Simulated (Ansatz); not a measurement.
CsZn$_{4}$As$_{3}$:
Space group P4/mmm (No. 123); a = b = 4.0827 Å, c = 10.3290 Å, α = β = γ = 90.00°

```csv
atom,site,symmetry,x,y,z
Cs,1b,4/mmm,0.0000,0.0000,0.5000
Zn,4i,2mm.,0.0000,0.5000,0.1552
As,2h,4mm,0.5000,0.5000,0.2875
As,1a,4/mmm,0.0000,0.0000,0.0000
```

Relaxed at zero pressure with plane-wave PAW LDA (Ansatz code).

Problem. The volume is raised by 9 % and shape and atoms relax at that volume. What pressure results, and how do the axes share the change?

Solution. -2.8 GPa; a 2.0 %, b 2.0 %, c 4.7 %; the energy rises by 19 meV/atom.

Problem. Give the new structure.

Solution. 
Space group P4/mmm (No. 123); a = b = 4.165 Å, c = 10.818 Å, α = β = γ = 90.00°

| atom | site | symmetry | x | y | z |
|---|---|---|---|---|---|
| Cs | 1b | 4/mmm | 0.0000 | 0.0000 | 0.5000 |
| Zn | 4i | 2mm. | 0.0000 | 0.5000 | 0.1493 |
| As | 2h | 4mm | 0.5000 | 0.5000 | 0.2740 |
| As | 1a | 4/mmm | 0.0000 | 0.0000 | 0.0000 |

The phase is kept; no other phase was compared at this pressure.

The workflow started from an entry of the Crystallography Open Database (COD, 200 K). Whether it is the stable phase at ambient conditions was not checked. The LDA relaxation kept the symmetry of its start; of distortions, only those at the zone centre were tested. Spin–orbit coupling is left out wherever it is not named.

Potentials: the later of the program's two PAW sets.
